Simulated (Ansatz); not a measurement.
Here is the system:

TcB$_{2}$:
```
TcB2
1.0
    2.89169     0.00000     0.00000
   -1.44585     2.50428     0.00000
    0.00000     0.00000     7.42895
Tc B
2 4
Cartesian
  0.00000   1.66952   1.85724
  1.44585   0.83476   5.57171
  0.00000   1.66952   7.07191
  1.44585   0.83476   0.35704
  1.44585   0.83476   3.35743
  0.00000   1.66952   4.07152
```

This is the r²SCAN-relaxed structure.

Question: All from r²SCAN in the plane-wave PAW code Ansatz, unless another level is named. Give the electronic character.

Answer: metallic (no gap).

Question: Predict the density of states at the Fermi level.

Answer: 0.19 states/eV per atom (mean over ±0.08 eV).

Question: What about the formation energy from the elements (no fitted shifts)?

Answer: -0.47 eV/atom.

Space group P6_3/mmc. The first step of the workflow began from a Materials Project structure, measured or hypothetical; the Crystallography Open Database copy checked does not list it. Whether it is the stable phase at ambient conditions was not checked. The r²SCAN relaxation kept the symmetry of its start; its stability against distortions is not shown here. The run is not spin-polarised. The references are the lowest solids computed at this level, not always the standard phases. Scalar-relativistic: spin–orbit coupling is off unless named, which matters more the heavier the elements.

Potentials: the later of the program's two PAW sets.
